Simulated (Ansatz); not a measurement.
Ansatz input file:

```yaml
crystal:
  lattice:
    - [5.8226178725, 0.0, 0.0]
    - [0.0, 7.619238308, 0.0]
    - [0.0, 0.0, 29.7435573007]
  atoms:
    - { symbol: Si, position: [0.375, 0.5290403536, 0.3231354607] }
    - { symbol: Si, position: [0.875, 0.5290403536, 0.3231354607] }
    - { symbol: "N", position: [0.125, 0.0, 0.3393102548] }
    - { symbol: "N", position: [0.625, 0.0, 0.3393102548] }
    - { symbol: "N", position: [0.125, 0.6350876233, 0.3400621288] }
    - { symbol: "N", position: [0.625, 0.6350876233, 0.3400621288] }
    - { symbol: "N", position: [0.375, 0.3200857035, 0.3466918388] }
    - { symbol: "N", position: [0.875, 0.3200857035, 0.3466918388] }
    - { symbol: Si, position: [0.125, 0.2098373768, 0.3617545415] }
    - { symbol: Si, position: [0.625, 0.2098373768, 0.3617545415] }
    - { symbol: Si, position: [0.125, 0.8192029767, 0.3746394452] }
    - { symbol: Si, position: [0.625, 0.8192029767, 0.3746394452] }
    - { symbol: "N", position: [0.375, 0.8150019198, 0.4066288161] }
    - { symbol: "N", position: [0.875, 0.8150019198, 0.4066288161] }
    - { symbol: "N", position: [0.1249999282, 0.1852078169, 0.4197738694] }
    - { symbol: "N", position: [0.6250000081, 0.1850604888, 0.4197582674] }
    - { symbol: Si, position: [0.3750457284, 0.1759666263, 0.4519562405] }
    - { symbol: Si, position: [0.8749542066, 0.1759665298, 0.4519562617] }
    - { symbol: Si, position: [0.3750453474, 0.7842818158, 0.4646927613] }
    - { symbol: Si, position: [0.8749546512, 0.7842816405, 0.4646927546] }
    - { symbol: "N", position: [0.1250000375, 0.6729153391, 0.4799687722] }
    - { symbol: "N", position: [0.6249999664, 0.6729348011, 0.4801310496] }
    - { symbol: "N", position: [0.3751054539, 0.3571088132, 0.4879765661] }
    - { symbol: "N", position: [0.8748944893, 0.3571086203, 0.4879766577] }
    - { symbol: "N", position: [0.3750011156, -0.0065631767, 0.4856392432] }
    - { symbol: "N", position: [0.8749988146, -0.0065634236, 0.4856392095] }
    - { symbol: Si, position: [0.1250000274, 0.4646131997, 0.5026475493] }
    - { symbol: Si, position: [0.6249999001, 0.4645694291, 0.5028707815] }
    - { symbol: F, position: [0.3749981712, 0.5107079379, 0.2695078242] }
    - { symbol: F, position: [0.8750019079, 0.5107079794, 0.2695078226] }
    - { symbol: H, position: [0.1250000143, 0.9813116795, 0.3055773027] }
    - { symbol: H, position: [0.6249999738, 0.9813089193, 0.3055771973] }
    - { symbol: H, position: [0.3751159087, 0.0127848067, 0.5194115157] }
    - { symbol: H, position: [0.8748836729, 0.0127832709, 0.5194115174] }
    - { symbol: F, position: [0.1249999336, 0.4868215681, 0.5562393527] }
    - { symbol: F, position: [0.6249995709, 0.4860422261, 0.5565354215] }
    - { symbol: S, position: [0.1249964083, 0.4861468686, 0.7029185914] }
    - { symbol: F, position: [0.2815286706, 0.314045722, 0.7029891341] }
    - { symbol: F, position: [-0.0315353632, 0.6582217703, 0.7029967645] }
    - { symbol: F, position: [0.3501854322, 0.6056778736, 0.7029993716] }
    - { symbol: F, position: [-0.1001955926, 0.3665903093, 0.70299388] }
    - { symbol: F, position: [0.1249949907, 0.486116509, 0.756567691] }
    - { symbol: F, position: [0.1249961822, 0.4861477203, 0.6494674266] }
basis:
  ecutwfc: 420
kpoints:
  mp_grid: { grid: [3, 2, 1] }
hamiltonian:
  xc: pbe
  dispersion: d3bj
scf:
  occupations: { method: gaussian, width: 0.05 }
output:
  forces: true
  eigenvalues: true
  write_density: true
  volumetric_format: npy
efield:
  axis: 3
  dipole_correction: true
  ramp_width: 0.04
```

Launched with
```bash
ansatz run input.yaml --threads 4 --pin off --max-ram 10240MiB --backend cpu --events-out ev --progress --plain --runs-dir out
```

The calculation used Ansatz 0.2.0, DFT PBE+D3(BJ), scalar-relativistic, plane waves, PAW.

Abridged output:

```
Pseudopotentials: kind: paw
Pseudopotential: Si, paw, valence charge 4, recommended cutoff 420 eV (normal)
Pseudopotential: N, paw, valence charge 5, recommended cutoff 420 eV (normal)
Pseudopotential: F, paw, valence charge 7, recommended cutoff 420 eV (normal)
Pseudopotential: H, paw, valence charge 1, recommended cutoff 420 eV (normal)
Pseudopotential: S, paw, valence charge 6, recommended cutoff 420 eV (normal)
Functional definition: PBE
Crystal: 43 atoms, lattice volume = 1319.541 Å³
Basis set: ecut = 420 eV, 25781 PW (Γ), exchange–correlation on 80×108×400 points (8 copies of the dense FFT grid, shifted against one another)
Bands: 147, of which v1, the nominal top of the filled ones, is band 104 counted from 1 (103 counted from 0)
Symmetry: 1 space group operations
Space group: P1 (ITA 1), of the structure as read, at distance tolerance 1.1e-4 Å
k-points: 4 of 6 (time reversal used)
Initial density: superposition of atomic densities (neutral atoms: chi_scale 0, normalization atom), corrected by the library's trained network
Initial wavefunctions: pseudopotential atomic-orbital guess
Functional: x = pbe(κ = 0.804, μ = 0.21951497), c = pbe(β = 0.06672455)
SCF iter   1: F=—  HF=-22857.567797 eV  |F-HF|=—  |Δ(HF+E_count)|=         —  Δρ=3.68e-3  dr2=2.85e-1  ethr=1.77e-3  p=-0.091 e·Å  D=-1.25e-2 V/Å  ΔV_dip=0.37 eV  dr2_dipole=2.81e-4  V_vac-E_F(+/−)=4.52/4.15 eV  ⟨swp⟩=7.8  Hψ=3075  notcnv=0  defer=45
efield: sawtooth ramp at fractional position 0.9930 (placed from the atoms, in the widest stretch of the axis that holds none; the zero of the levels goes with the place), width 0.0400; the density the first Hamiltonian is built on has a dipole p = -0.091 e·Å; the dipole correction subtracts the counter field D = -1.25e-2 V/Å, which shifts the + side's vacuum level by +0.37 eV against the − side's; the planar-averaged density in the ramp window peaks in size at 1.3e-5 e/Å³
SCF iter   2: F=—  HF=-22857.515615 eV  |F-HF|=—  |Δ(HF+E_count)|=   5.22e-2  Δρ=2.19e-3  dr2=3.20e-2  ethr=1.37e-4  p=-0.073 e·Å  D=-1.00e-2 V/Å  ΔV_dip=0.30 eV  dr2_dipole=1.15e-5  V_vac-E_F(+/−)=4.69/4.39 eV  ⟨swp⟩=3.0  Hψ=1098  notcnv=0  defer=149
SCF iter   3: F=—  HF=-22857.513747 eV  |F-HF|=—  |Δ(HF+E_count)|=   1.87e-3  Δρ=7.86e-4  dr2=5.73e-3  ethr=1.54e-5  p=-0.066 e·Å  D=-9.03e-3 V/Å  ΔV_dip=0.27 eV  dr2_dipole=3.47e-6  V_vac-E_F(+/−)=4.76/4.49 eV  ⟨swp⟩=2.0  Hψ=848  notcnv=0  defer=149
SCF iter   4: F=—  HF=-22857.515311 eV  |F-HF|=—  |Δ(HF+E_count)|=   1.56e-3  Δρ=2.72e-4  dr2=7.58e-4  ethr=2.76e-6  p=-0.061 e·Å  D=-8.41e-3 V/Å  ΔV_dip=0.25 eV  dr2_dipole=2.20e-6  V_vac-E_F(+/−)=4.79/4.54 eV  ⟨swp⟩=2.0  Hψ=709  notcnv=0  defer=149
SCF iter   5: F=—  HF=-22857.516098 eV  |F-HF|=—  |Δ(HF+E_count)|=   7.86e-4  Δρ=7.68e-5  dr2=6.04e-5  ethr=3.64e-7  p=-0.058 e·Å  D=-7.92e-3 V/Å  ΔV_dip=0.24 eV  dr2_dipole=1.10e-9  V_vac-E_F(+/−)=4.81/4.58 eV  ⟨swp⟩=2.0  Hψ=864  notcnv=0  defer=149
SCF iter   6: F=—  HF=-22857.515608 eV  |F-HF|=—  |Δ(HF+E_count)|=   4.89e-4  Δρ=2.82e-5  dr2=7.04e-6  ethr=2.91e-8  p=-0.057 e·Å  D=-7.85e-3 V/Å  ΔV_dip=0.23 eV  dr2_dipole=1.24e-8  V_vac-E_F(+/−)=4.82/4.58 eV  ⟨swp⟩=2.0  Hψ=1004  notcnv=0  defer=149
SCF iter   7: F=—  HF=-22857.515610 eV  |F-HF|=—  |Δ(HF+E_count)|=   1.47e-6  Δρ=7.47e-6  dr2=5.33e-7  ethr=3.39e-9  p=-0.057 e·Å  D=-7.82e-3 V/Å  ΔV_dip=0.23 eV  dr2_dipole=2.10e-9  V_vac-E_F(+/−)=4.82/4.59 eV  ⟨swp⟩=2.0  Hψ=826  notcnv=0  defer=149
SCF iter   8: F=-22857.515610 eV  HF=-22857.515610 eV  |F-HF|=1.37e-8  |Δ(HF+E_count)|=   3.85e-7  Δρ=2.77e-6  dr2=7.94e-8  ethr=4.81e-11  p=-0.057 e·Å  D=-7.80e-3 V/Å  ΔV_dip=0.23 eV  dr2_dipole=8.20e-11  V_vac-E_F(+/−)=4.82/4.59 eV  ⟨swp⟩=23.0  Hψ=4501  notcnv=0
SCF 1 converged in 8 iterations: F = -22857.515610 eV  dr2 = 7.94e-8
SCF converged after 8 iterations
Free energy (F): -22857.515610 eV
Harris-Foulkes:  -22857.515610 eV  (|F-HF|=1.37e-8)
Internal energy: -22857.515610 eV  (E = F + TS)
E sigma→0 (E₀):  -22857.515610 eV
Fermi energy:    -0.520100 eV
Dipole field:    D = -0.007808 V/Å  (p = -0.056936 e·Å, saw-weighted, corrected)
Work function:   Φ+ = 4.8188 eV   Φ− = 4.5866 eV
Levels:          The Fermi level and band energies are counted from a zero that moves with the ramp; work functions are not
--- Per-component energies (eV) ---
  E_band       = -2226.743053
  E_kinetic    = 4934.414855
  E_local      = -135913.865332  (includes V_loc(G=0)·N_el)
  E_nonlocal   = 1782.309369
  E_hartree    = 65480.180032
  E_xc         = -2577.157421
  E_vxc        = -2970.828876  (∫ρ·V_xc dr)
  E_paw        = -10809.119649  (= ΣΔE_a)
  E_vpaw       = -1017.564425  (= ΣTr[D̂ρ^β])
  E_aug_tail   = 0.017279  (compensation charges beyond the density's cutoff)
  E_efield     = 0.000222  (sawtooth field / dipole correction)
  E_vefield    = -1.593355  (∫n·V_field dr)
  E_ewald      = 54251.393235
  E_disp       = -5.688201  (pairwise vdW)
  E_smearing   =  0.000000  (= −TS)
--- Forces (eV/Å), atoms counted from 1 ---
  atom   1  Si     0.00009701     0.01112794     0.89111308
  atom   2  Si    -0.00009621     0.01112754     0.89111266
  atom   3  N     -0.00000006     0.10197439     0.90261308
  atom   4  N      0.00000020     0.10212944     0.89791279
  atom   5  N      0.00000068    -0.39203075    -0.63165583
  atom   6  N     -0.00000118    -0.39268813    -0.63176698
  atom   7  N      0.00000269     0.45629033    -0.45203105
  atom   8  N     -0.00000288     0.45629233    -0.45203550
  atom   9  Si    -0.00000283    -0.37400166    -0.40090350
  atom  10  Si     0.00000151    -0.37775201    -0.40614458
  atom  11  Si    -0.00000168     0.40623392    -0.53972726
  atom  12  Si     0.00000167     0.41156065    -0.54300068
  atom  13  N      0.00861114    -0.21013148     0.22571577
  atom  14  N     -0.00861005    -0.21013857     0.22570887
  atom  15  N     -0.00000046     0.00099462     0.00072063
  atom  16  N     -0.00000066     0.00278879     0.00184103
  atom  17  Si    -0.00105953    -0.00186471    -0.00081860
  atom  18  Si     0.00105944    -0.00186543    -0.00081444
  atom  19  Si     0.00105090     0.00003732     0.00233251
  atom  20  Si    -0.00105055     0.00003398     0.00232918
  atom  21  N      0.00000044     0.00128034    -0.00259078
  atom  22  N     -0.00000191    -0.00071755    -0.00213548
  atom  23  N     -0.00065816    -0.00119949     0.00252022
  atom  24  N      0.00065841    -0.00119592     0.00251933
  atom  25  N     -0.00026468     0.00015500    -0.00212928
  atom  26  N      0.00026624     0.00016336    -0.00213045
  atom  27  Si    -0.00000286    -0.00178957    -0.00308240
  atom  28  Si     0.00000328     0.00103845    -0.00049177
  atom  29  F      0.00001786     0.00000969    -0.00010664
  atom  30  F     -0.00001843     0.00000875    -0.00010542
  atom  31  H     -0.00000007     0.00023595     0.00001718
  atom  32  H     -0.00000016     0.00011350     0.00008242
  atom  33  H      0.00003208     0.00056510     0.00023759
  atom  34  H     -0.00003286     0.00056735     0.00023642
  atom  35  F      0.00000122     0.00066234     0.01570416
  atom  36  F      0.00000045     0.00022854    -0.00274867
  atom  37  S      0.00002424     0.00038578    -0.00677520
  atom  38  F     -0.00772858     0.00955511     0.00439530
  atom  39  F      0.00770892    -0.00970294     0.00430572
  atom  40  F     -0.00952336    -0.00719074     0.00444204
  atom  41  F      0.00953009     0.00703868     0.00450254
  atom  42  F     -0.00000686    -0.00014493    -0.00768486
  atom  43  F     -0.00000611    -0.00018935     0.00859064
--- Band table (eV) ---
  k-point 0: bands = ["-30.8804", "-27.8624", "-27.8399", "-27.8341", "-26.6247", "-26.6185", "-26.2367", "-26.0619", "-26.0160", "-25.8371", "-19.8303", "-19.1479", "-18.8154", "-18.0667", "-17.7729", "-17.7621", "-17.6547", "-17.6114", "-17.1166", "-17.0828", "-17.0433", "-17.0365", "-16.9890", "-16.6949", "-16.6903", "-16.6020", "-16.2358", "-12.1949", "-12.1722", "-12.1660", "-11.1977", "-11.1687", "-11.1572", "-11.0528", "-11.0057", "-10.3795", "-10.1693", "-10.1673", "-10.1251", "-9.3336", "-9.2071", "-9.1823", "-9.1689", "-9.0588", "-8.8334", "-8.7882", "-8.7498", "-8.7258", "-8.7219", "-8.1240", "-8.1095", "-8.0880", "-8.0761", "-7.9785", "-7.9127", "-7.5198", "-7.4936", "-7.2958", " ...
  k-point 1: bands = ["-30.8804", "-27.8624", "-27.8399", "-27.8341", "-26.6247", "-26.6185", "-26.2367", "-26.0619", "-26.0160", "-25.8371", "-19.5709", "-19.3684", "-18.9189", "-18.5306", "-17.7295", "-17.5869", "-17.5587", "-17.1892", "-17.1412", "-17.0694", "-17.0578", "-16.9956", "-16.9844", "-16.8306", "-16.6880", "-16.5999", "-16.2355", "-12.1953", "-12.1719", "-12.1662", "-11.6102", "-11.1121", "-11.0783", "-10.7700", "-10.7431", "-10.5326", "-10.4318", "-10.4281", "-10.3758", "-9.2053", "-9.1827", "-9.1689", "-9.0430", "-8.9331", "-8.9060", "-8.8578", "-8.8180", "-8.7890", "-8.6661", "-8.2062", "-8.1506", "-8.0780", "-8.0032", "-7.8002", "-7.7390", "-7.4341", "-7.3655", "-7.1821", " ...
  k-point 2: bands = ["-30.8789", "-27.8624", "-27.8402", "-27.8373", "-26.6236", "-26.6200", "-26.1937", "-26.1063", "-25.9723", "-25.8823", "-19.5145", "-18.8611", "-18.6553", "-18.5191", "-18.1164", "-17.8361", "-17.7536", "-17.5299", "-17.4742", "-17.3097", "-17.0934", "-17.0493", "-16.9196", "-16.6995", "-16.6065", "-16.5804", "-16.2215", "-12.1867", "-12.1721", "-12.1650", "-10.9335", "-10.8341", "-10.6215", "-10.5022", "-10.3290", "-10.0806", "-10.0674", "-9.9378", "-9.3062", "-9.2896", "-9.1806", "-9.1789", "-9.1567", "-9.1556", "-9.0007", "-8.8457", "-8.8250", "-8.8062", "-8.3456", "-8.2007", "-8.1514", "-8.0929", "-8.0507", "-7.9717", "-7.7392", "-7.5935", "-7.4843", "-7.4308", "-7 ...
  k-point 3: bands = ["-30.8789", "-27.8624", "-27.8402", "-27.8373", "-26.6235", "-26.6200", "-26.1937", "-26.1063", "-25.9723", "-25.8823", "-19.2682", "-19.0537", "-18.6268", "-18.4679", "-18.2955", "-18.1944", "-17.8553", "-17.7533", "-17.3722", "-16.9490", "-16.9376", "-16.8536", "-16.7382", "-16.7262", "-16.6731", "-16.5874", "-16.2213", "-12.1864", "-12.1724", "-12.1651", "-11.3299", "-10.8489", "-10.7892", "-10.5313", "-10.4460", "-10.3248", "-9.9247", "-9.6943", "-9.3623", "-9.1807", "-9.1790", "-9.1539", "-9.0382", "-9.0247", "-8.8896", "-8.8465", "-8.8255", "-8.7883", "-8.5700", "-8.4045", "-8.1185", "-8.0798", "-8.0013", "-7.9856", "-7.7716", "-7.7674", "-7.6541", "-7.5424", "-7. ...
```

The run converged.

It took 41 s on 4 threads of AMD EPYC 7R43 64-Core Processor (Zen 3), with other jobs on the host, peak memory 3.1 GiB.